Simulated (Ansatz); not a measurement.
# ZrB: two-dimensional strain map

All numbers below come from DFT PBEsol, scalar-relativistic, plane waves, PAW (Ansatz). Settings: plane waves to 420 eV, k-mesh 18×18×18 (Γ-centred), Gaussian smearing 0.15 eV. No spin polarisation. Energies are free energies at this smearing, counted from the undisturbed cell; pressure is positive in compression.

The undisturbed cell (as given, not relaxed at this level; it stands at 29.4 GPa, and it needn't be the usual structure):

```yaml
crystal:
  lattice:
    - [0.00000, 2.32500, 2.32500]
    - [2.32500, 0.00000, 2.32500]
    - [2.32500, 2.32500, 0.00000]
  atoms:
    - { symbol: Zr, position: [0.00000, 0.00000, 0.00000] }
    - { symbol: B, position: [0.50000, 0.50000, 0.50000] }
```

The cell is strained by p along both x and y and by q along z, fractional coordinates fixed. Points are written (p, q). At 29 GPa the given cell is far from its own equilibrium, so these figures belong to a strongly strained crystal.

Energy above the undisturbed cell in meV/atom (a dash: not computed):

```csv
p \ q,-0.030,0.000,0.030
-0.030,?,190.2,129.6
0.000,91.8,0.0,?
0.030,-14.2,-93.7,–
```

Fill in the withheld energies.

(-0.030, -0.030): 294.7; (0.000, 0.030): -49.4.